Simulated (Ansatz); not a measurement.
Values for one crystal, relaxed and computed with the program Ansatz at the r²SCAN level (PAW); other levels are named.

Volume per atom: 14.24 Å³
Electronic character: metallic (no gap)
Pressure derivative B′: 4.0
Density of states at the Fermi level: 0.72 states/eV per atom (mean over ±0.08 eV)
Formation energy from the elements (no fitted shifts): -0.83 eV/atom
Gap with spin–orbit coupling: none (metallic)
Bulk modulus (Birch–Murnaghan fit): 202 GPa

Q: Pick the material that matches.
A. AlSi3C3N, P3m1 (Pearson symbol hP8)
B. CdInNO, P3m1 (In on 1b, Cd on 1c, O on 1b, N on 1c)
C. Mn3SiN, R-3m (Si on 3a, N on 3b, Mn on 9e)
D. HfN, Pm-3m (Hf on 3c, N on 3d)

A: D, HfN, Pm-3m (Hf on 3c, N on 3d)

The start of the workflow was typed in or built on a structure type; neither database checked (COD, Materials Project) lists it. It is not the phase usual at ambient conditions (space group No. 225). The cell was relaxed with r²SCAN under the symmetry of its start; whether a distortion lowers the energy is not shown. The run is not spin-polarised. With an odd number of electrons in the cell and no spin polarisation, the count alone makes it a metal. The references are the lowest solids computed at this level, not always the standard phases (solids in place of the gases). Scalar-relativistic: spin–orbit coupling is off unless named, which matters more the heavier the elements.

Potentials: the earlier of the program's two PAW sets.
